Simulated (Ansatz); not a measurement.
Input file for Ansatz (a quantum-chemistry and plane-wave program):

Ansatz 0.2 input:
```yaml
crystal:
  lattice:
    - [0.0, 3.2004591162, 3.2004591162]
    - [3.2004591162, 0.0, 3.2004591162]
    - [3.2004591162, 3.2004591162, 0.0]
  atoms:
    - { symbol: La, position: [0.0, 0.0, 0.0] }
    - { symbol: Sb, position: [0.5, 0.5, 0.5] }
kpoints:
  mp_grid: { grid: [23, 23, 23] }
hamiltonian:
  xc: lda
  pseudopotentials: { kind: paw }
scf:
  occupations: { method: fermi_dirac, width: 0.1 }
elastic: { mode: relaxed_ion, stencil: two_point, amplitude: 0.005, f_tol: 0.0005 }
```

Output (shortened):

```
Pseudopotential: La, paw, valence charge 11
Pseudopotential: Sb, paw, valence charge 15
Functional definition: SPW92
Crystal: 2 atoms, lattice volume = 65.564 Å³
Basis set: ecut = 420 eV, 1243 PW (Γ)
Bands: 17, of which v1, the nominal top of the filled ones, is band 13 counted from 1 (12 counted from 0)
Symmetry: 48 space group operations
Space group: Fm-3m (ITA 225), of the structure as read, at distance tolerance 4.0e-5 Å
k-points: 364 of 12167
SCF iter   1: F=—  HF=-12414.492602 eV  |F-HF|=—  |Δ(HF+E_count)|=         —  Δρ=5.20e-3  dr2=8.39e-3  ethr=1.77e-3  ⟨swp⟩=4.7  Hψ=27320  notcnv=0
preconditioner: auto → Kerker (q_TF=auto, 2.339 Å⁻¹)
SCF iter   2: F=—  HF=-12414.490157 eV  |F-HF|=—  |Δ(HF+E_count)|=   2.45e-3  Δρ=2.69e-3  dr2=2.01e-3  ethr=3.23e-5  ⟨swp⟩=2.0  Hψ=15120  notcnv=0
SCF iter   3: F=—  HF=-12414.489653 eV  |F-HF|=—  |Δ(HF+E_count)|=   5.04e-4  Δρ=2.59e-4  dr2=5.06e-5  ethr=7.72e-6  ⟨swp⟩=2.0  Hψ=10616  notcnv=0
SCF iter   4: F=—  HF=-12414.489644 eV  |F-HF|=—  |Δ(HF+E_count)|=   8.38e-6  Δρ=8.83e-5  dr2=3.13e-6  ethr=1.95e-7  ⟨swp⟩=2.1  Hψ=11012  notcnv=0
SCF iter   5: F=—  HF=-12414.489644 eV  |F-HF|=—  |Δ(HF+E_count)|=   2.87e-7  Δρ=2.58e-5  dr2=5.78e-7  ethr=1.20e-8  ⟨swp⟩=2.2  Hψ=11329  notcnv=0
SCF iter   6: F=—  HF=-12414.489644 eV  |F-HF|=—  |Δ(HF+E_count)|=   1.49e-7  Δρ=1.29e-5  dr2=1.49e-7  ethr=2.22e-9  ⟨swp⟩=2.2  Hψ=8756  notcnv=0
SCF iter   7: F=—  HF=-12414.489644 eV  |F-HF|=—  |Δ(HF+E_count)|=   5.01e-8  Δρ=2.49e-6  dr2=7.31e-9  ethr=5.72e-10  ⟨swp⟩=2.0  Hψ=10565  notcnv=0
SCF iter   8: F=—  HF=-12414.489644 eV  |F-HF|=—  |Δ(HF+E_count)|=   1.76e-9  Δρ=4.43e-7  dr2=1.71e-10  ethr=2.81e-11  ⟨swp⟩=2.0  Hψ=10073  notcnv=0
SCF iter  11: F=-12414.489644 eV  HF=-12414.489644 eV  |F-HF|=3.64e-12  |Δ(HF+E_count)|=    0.00e0  Δρ=6.19e-9  dr2=1.71e-14  ethr=1.00e-12  ⟨swp⟩=5.4  Hψ=23629  notcnv=0
SCF 1 converged in 11 iterations: F = -12414.489644 eV  dr2 = 1.71e-14
Crystal: 2 atoms, lattice volume = 65.236 Å³
Symmetry: 16 space group operations
k-points: 936 of 12167
iter 1 solved again at ethr=5.89e-7 eV; its pass at ethr=3.10e-3 eV (dr2=1.53e-4 eV) is discarded
SCF iter   1: F=—  HF=-12414.489000 eV  |F-HF|=—  |Δ(HF+E_count)|=         —  Δρ=4.54e-4  dr2=2.74e-4  ethr=5.89e-7  ⟨swp⟩=3.2  Hψ=134349  notcnv=0
preconditioner: auto → Kerker (q_TF=auto, 2.340 Å⁻¹)
SCF iter   2: F=—  HF=-12414.488933 eV  |F-HF|=—  |Δ(HF+E_count)|=   6.72e-5  Δρ=2.91e-4  dr2=1.12e-4  ethr=5.89e-7  ⟨swp⟩=2.1  Hψ=19399  notcnv=0
SCF iter   3: F=—  HF=-12414.488890 eV  |F-HF|=—  |Δ(HF+E_count)|=   4.24e-5  Δρ=4.55e-5  dr2=1.95e-6  ethr=3.07e-7  ⟨swp⟩=2.5  Hψ=25277  notcnv=0
SCF iter   4: F=—  HF=-12414.488890 eV  |F-HF|=—  |Δ(HF+E_count)|=   2.29e-7  Δρ=1.66e-5  dr2=2.80e-7  ethr=5.34e-9  ⟨swp⟩=2.1  Hψ=22798  notcnv=0
SCF iter   5: F=—  HF=-12414.488890 eV  |F-HF|=—  |Δ(HF+E_count)|=   3.71e-8  Δρ=3.35e-6  dr2=6.15e-9  ethr=7.67e-10  ⟨swp⟩=2.6  Hψ=27703  notcnv=0
SCF iter   6: F=—  HF=-12414.488890 eV  |F-HF|=—  |Δ(HF+E_count)|=  3.18e-10  Δρ=1.01e-6  dr2=6.70e-10  ethr=1.69e-11  ⟨swp⟩=2.0  Hψ=27657  notcnv=0
SCF iter   7: F=—  HF=-12414.488890 eV  |F-HF|=—  |Δ(HF+E_count)|=  1.82e-12  Δρ=2.67e-7  dr2=4.70e-11  ethr=1.84e-12  ⟨swp⟩=2.0  Hψ=27639  notcnv=0
SCF iter   8: F=—  HF=-12414.488890 eV  |F-HF|=—  |Δ(HF+E_count)|=  5.46e-12  Δρ=6.35e-8  dr2=1.99e-12  ethr=1.29e-13 (applied; sched 1.00e-12)  ⟨swp⟩=2.8  Hψ=31226  notcnv=0
SCF iter  10: F=-12414.488890 eV  HF=-12414.488890 eV  |F-HF|=1.82e-12  |Δ(HF+E_count)|=  1.82e-12  Δρ=3.48e-9  dr2=1.09e-14  ethr=1.00e-12  ⟨swp⟩=4.0  Hψ=56080  notcnv=0
SCF 2 converged in 10 iterations: F = -12414.488890 eV  dr2 = 1.09e-14
Crystal: 2 atoms, lattice volume = 65.892 Å³
Basis set: ecut = 420 eV, 1259 PW (Γ)
iter 1 solved again at ethr=1.99e-10 eV; its pass at ethr=3.10e-3 eV (dr2=5.17e-8 eV) is discarded
SCF iter   1: F=—  HF=-12414.488834 eV  |F-HF|=—  |Δ(HF+E_count)|=         —  Δρ=7.14e-6  dr2=5.93e-8  ethr=1.99e-10  ⟨swp⟩=3.1  Hψ=133673  notcnv=0
preconditioner: auto → Kerker (q_TF=auto, 2.337 Å⁻¹)
SCF iter   2: F=—  HF=-12414.488834 eV  |F-HF|=—  |Δ(HF+E_count)|=   1.36e-8  Δρ=4.52e-6  dr2=2.43e-8  ethr=1.99e-10  ⟨swp⟩=1.6  Hψ=16768  notcnv=0
SCF iter   3: F=—  HF=-12414.488834 eV  |F-HF|=—  |Δ(HF+E_count)|=   7.72e-9  Δρ=7.79e-7  dr2=7.06e-10  ethr=9.35e-11  ⟨swp⟩=2.0  Hψ=19754  notcnv=0
SCF iter   4: F=—  HF=-12414.488834 eV  |F-HF|=—  |Δ(HF+E_count)|=  7.64e-11  Δρ=2.54e-7  dr2=6.26e-11  ethr=2.71e-12  ⟨swp⟩=2.1  Hψ=26117  notcnv=0
SCF iter   5: F=—  HF=-12414.488834 eV  |F-HF|=—  |Δ(HF+E_count)|=  1.46e-11  Δρ=6.35e-8  dr2=2.48e-12  ethr=2.41e-13 (applied; sched 1.00e-12)  ⟨swp⟩=2.7  Hψ=28584  notcnv=0
SCF iter   6: F=—  HF=-12414.488834 eV  |F-HF|=—  |Δ(HF+E_count)|=  5.46e-12  Δρ=2.03e-8  dr2=2.93e-13  ethr=9.52e-15 (applied; sched 1.00e-12)  ⟨swp⟩=2.0  Hψ=27199  notcnv=0
SCF iter   7: F=-12414.488834 eV  HF=-12414.488834 eV  |F-HF|=3.64e-12  |Δ(HF+E_count)|=  3.64e-12  Δρ=5.24e-9  dr2=3.10e-14  ethr=1.00e-12  ⟨swp⟩=5.0  Hψ=59604  notcnv=0
SCF 3 converged in 7 iterations: F = -12414.488834 eV  dr2 = 3.10e-14
Crystal: 2 atoms, lattice volume = 65.564 Å³
Symmetry: 8 space group operations
k-points: 1728 of 12167
iter 1 solved again at ethr=6.74e-8 eV; its pass at ethr=3.10e-3 eV (dr2=1.75e-5 eV) is discarded
SCF iter   1: F=—  HF=-12414.489553 eV  |F-HF|=—  |Δ(HF+E_count)|=         —  Δρ=1.49e-4  dr2=1.23e-5  ethr=6.74e-8  ⟨swp⟩=3.0  Hψ=249513  notcnv=0
preconditioner: auto → Kerker (q_TF=auto, 2.339 Å⁻¹)
SCF iter   2: F=—  HF=-12414.489551 eV  |F-HF|=—  |Δ(HF+E_count)|=   1.97e-6  Δρ=8.97e-5  dr2=4.48e-6  ethr=4.72e-8  ⟨swp⟩=1.1  Hψ=29740  notcnv=0
SCF iter   3: F=—  HF=-12414.489550 eV  |F-HF|=—  |Δ(HF+E_count)|=   9.56e-7  Δρ=8.12e-6  dr2=3.79e-8  ethr=1.72e-8  ⟨swp⟩=2.1  Hψ=43762  notcnv=0
SCF iter   4: F=—  HF=-12414.489550 eV  |F-HF|=—  |Δ(HF+E_count)|=   8.31e-8  Δρ=2.11e-6  dr2=4.21e-9  ethr=1.46e-10  ⟨swp⟩=2.0  Hψ=51208  notcnv=0
SCF iter   5: F=—  HF=-12414.489550 eV  |F-HF|=—  |Δ(HF+E_count)|=  8.26e-10  Δρ=5.69e-7  dr2=4.90e-10  ethr=1.62e-11  ⟨swp⟩=2.3  Hψ=49429  notcnv=0
SCF iter   6: F=—  HF=-12414.489550 eV  |F-HF|=—  |Δ(HF+E_count)|=  1.78e-10  Δρ=2.09e-7  dr2=4.70e-11  ethr=1.88e-12  ⟨swp⟩=2.0  Hψ=50272  notcnv=0
SCF iter   7: F=—  HF=-12414.489550 eV  |F-HF|=—  |Δ(HF+E_count)|=  2.18e-11  Δρ=7.10e-8  dr2=2.91e-12  ethr=1.81e-13 (applied; sched 1.00e-12)  ⟨swp⟩=2.0  Hψ=50658  notcnv=0
SCF iter   8: F=-12414.489550 eV  HF=-12414.489550 eV  |F-HF|=3.64e-12  |Δ(HF+E_count)|=  3.64e-12  Δρ=9.01e-9  dr2=2.63e-14  ethr=1.00e-12  ⟨swp⟩=4.0  Hψ=149751  notcnv=0
SCF 4 converged in 8 iterations: F = -12414.489550 eV  dr2 = 2.63e-14
Crystal: 2 atoms, lattice volume = 65.564 Å³
iter 1 solved again at ethr=1.51e-11 eV; its pass at ethr=3.10e-3 eV (dr2=3.92e-9 eV) is discarded
SCF iter   1: F=—  HF=-12414.489550 eV  |F-HF|=—  |Δ(HF+E_count)|=         —  Δρ=2.14e-6  dr2=4.33e-9  ethr=1.51e-11  ⟨swp⟩=3.2  Hψ=252882  notcnv=0
preconditioner: auto → Kerker (q_TF=auto, 2.339 Å⁻¹)
SCF iter   2: F=—  HF=-12414.489550 eV  |F-HF|=—  |Δ(HF+E_count)|=  5.64e-10  Δρ=1.31e-6  dr2=1.66e-9  ethr=1.51e-11  ⟨swp⟩=1.5  Hψ=30549  notcnv=0
SCF iter   3: F=—  HF=-12414.489550 eV  |F-HF|=—  |Δ(HF+E_count)|=  2.69e-10  Δρ=1.72e-7  dr2=1.78e-11  ethr=6.37e-12  ⟨swp⟩=2.0  Hψ=36360  notcnv=0
SCF iter   4: F=—  HF=-12414.489550 eV  |F-HF|=—  |Δ(HF+E_count)|=  1.09e-11  Δρ=5.57e-8  dr2=2.64e-12  ethr=6.85e-14 (applied; sched 1.00e-12)  ⟨swp⟩=2.3  Hψ=50830  notcnv=0
SCF iter   5: F=—  HF=-12414.489550 eV  |F-HF|=—  |Δ(HF+E_count)|=  3.64e-12  Δρ=1.54e-8  dr2=2.18e-13  ethr=1.02e-14 (applied; sched 1.00e-12)  ⟨swp⟩=2.6  Hψ=48262  notcnv=0
SCF iter   6: F=-12414.489550 eV  HF=-12414.489550 eV  |F-HF|=3.64e-12  |Δ(HF+E_count)|=    0.00e0  Δρ=4.67e-9  dr2=2.09e-14  ethr=1.00e-12  ⟨swp⟩=4.4  Hψ=104923  notcnv=0
SCF 5 converged in 6 iterations: F = -12414.489550 eV  dr2 = 2.09e-14
SCF converged after 11 iterations
Free energy (F): -12414.489644 eV
Harris-Foulkes:  -12414.489644 eV  (|F-HF|=3.64e-12)
Internal energy: -12414.477970 eV  (E = F + TS)
E sigma→0 (E₀):  -12414.483807 eV
Entropy (-TS):   -0.011674 eV (-5.837 meV/atom)
Fermi energy:    9.906250 eV
--- Per-component energies (eV) ---
  E_band       = -205.560439
  E_kinetic    = 402.218724
  E_local      = -2029.341758  (includes V_loc(G=0)·N_el)
  E_nonlocal   = 467.003153
  E_hartree    = 882.952518
  E_xc         = -277.031663
  E_vxc        = -245.825297  (∫ρ·V_xc dr)
  E_paw        = -9672.307528  (= ΣΔE_a)
  E_vpaw       = -565.520293  (= ΣTr[D̂ρ^β])
  E_aug_tail   = -0.000002  (compensation charges beyond the density's cutoff)
  E_ewald      = -2188.852955
  E_core_change = 0.881540  (= ΣΔE_core)
  E_smearing   = -0.011674  (= −TS)
  E_closure    = 0.000000  (closes the sum)
  Σ components = -12414.489644   (vs F -12414.489644, Δ=0.00e0)
  [band-id]    e_kinetic+e_local+e_nonlocal+2·e_hartree+e_vxc+e_vpaw+e_augmentation_tail = -205.560435   (vs E_band -205.560439, Δ=3.92e-6)
--- Forces (eV/Å), atoms counted from 1 ---
  atom   1  La     0.00000000     0.00000000     0.00000000
  atom   2  Sb     0.00000000     0.00000000     0.00000000
  max |Σ_I F_I| component: 0.0 eV/Å
--- Stress (GPa, compression-positive) ---
       -0.021308       0.000000       0.000000
        0.000000      -0.021308       0.000000
        0.000000       0.000000      -0.021308
  P = ⅓ Tr σ = -0.0213 GPa (-0.213 kbar)
--- Band table (eV; the first three rows and the last of 364) ---
  k-point 0: bands = ["-22.5088", "-17.7008", "-17.7008", "-17.6678", "-17.6678", "-17.6678", "-6.0792", "-6.0792", "-6.0792", "0.7666", "10.0960", "10.0960", "10.0960", "11.1446", "11.1446", "11.1446", "11.8264"]
  k-point 1: bands = ["-22.5084", "-17.7009", "-17.7009", "-17.6678", "-17.6677", "-17.6677", "-6.0877", "-6.0793", "-6.0793", "0.7896", "9.9691", "10.0174", "10.0174", "11.1604", "11.1719", "11.1719", "11.8525"]
  k-point 2: bands = ["-22.5072", "-17.7010", "-17.7010", "-17.6677", "-17.6676", "-17.6676", "-6.1122", "-6.0795", "-6.0795", "0.8575", "9.6507", "9.8193", "9.8193", "11.1834", "11.2422", "11.2422", "11.9163"]
  k-point 363: bands = ["-22.4828", "-17.7016", "-17.6923", "-17.6667", "-17.6663", "-17.6640", "-6.2905", "-6.2839", "-6.2086", "1.6800", "8.0521", "8.4974", "8.5374", "11.5378", "11.6530", "12.0608", "12.0668"]
--- Elastic constants: 2 strain directions × 2 members + reference (group order 48) ---
  dense FFT box of the reference and of every strained cell: 32×32×32
  strains applied: 11, 23; error gains: componentwise 1.00 (the most a stress slope's error grows in a printed constant), spectral 1.73 (1 for all six strains …
  C = ∂σ_k/∂η_j (tension-positive GPa; Voigt order 11 22 33 23 13 12):
       153.008     14.620     14.620      0.000      0.000      0.000
        14.620    153.008     14.620      0.000      0.000      0.000
        14.620     14.620    153.008      0.000      0.000      0.000
         0.000      0.000      0.000     18.340      0.000      0.000
         0.000      0.000      0.000      0.000     18.340      0.000
         0.000      0.000      0.000      0.000      0.000     18.340
  reference stress σ⁰ (GPa):      0.021      0.021      0.021      0.000      0.000      0.000
  C* (energy form; C + prestress term) asymmetry max|C*_kj − C*_jk| = 1.066e-14 GPa — a small one proves nothing (zero by symmetry where the batch's group is …
  moduli (Voigt/Reuss/Hill, GPa): K = 60.75/60.75/60.75   G = 38.68/25.98/32.33   E = 82.37   ν = 0.274
  mechanically stable: yes (min eigenvalue of sym C = 18.34 GPa)
  where every solve meets its electron count the energy-path curvature estimates C_jj along a normal strain and C_jj − ¼(σ⁰_aa + σ⁰_bb) along a shear (ab), of …
  strain η (Voigt 11):  stress-route row diagonal C_11 = 153.01 GPa, energy-path curvature d²(F+E_count+ΔE)/dδ²/Ω₀ = 152.98 GPa
         δ    σ_11 (GPa)             F (eV)   n_scf  n_hpsi   n_pw
    -5.000e-3      -0.7668      -12414.4888900      10  423886   1303   relax 0 steps, max|allowed force component| 0.0 eV/Å
     5.000e-3       0.7633      -12414.4888341       7  334087   1311   relax 0 steps, max|allowed force component| 0.0 eV/Å
  strain η (Voigt 23):  stress-route row diagonal C_44 = 18.34 GPa, energy-path curvature d²(F+E_count+ΔE)/dδ²/Ω₀ = 18.33 GPa
         δ    σ_23 (GPa)             F (eV)   n_scf  n_hpsi   n_pw
    -5.000e-3      -0.0917      -12414.4895504       8  715705   1303   relax 0 steps, max|allowed force component| 0.0 eV/Å
     5.000e-3       0.0917      -12414.4895504       6  565116   1303   relax 0 steps, max|allowed force component| 0.0 eV/Å
```

Cost: about 6 core-minutes (a rough figure) on shared cores.

The workflow started from a Materials Project entry (that database holds measured and hypothetical structures alike); the Crystallography Open Database files this formula in space group No. 225, but the cells were not matched. Whether it is the stable phase at ambient conditions was not checked. Symmetry was held in the LDA relaxation; of distortions, only those at the zone centre were tested. As this level gives no gap, shear constants depend on the k-mesh and smearing (Fermi–Dirac, 0.1 eV here). Spin–orbit coupling is left out wherever it is not named.

Potentials: the later of the program's two PAW sets.

Ansatz is a plane-wave DFT program.
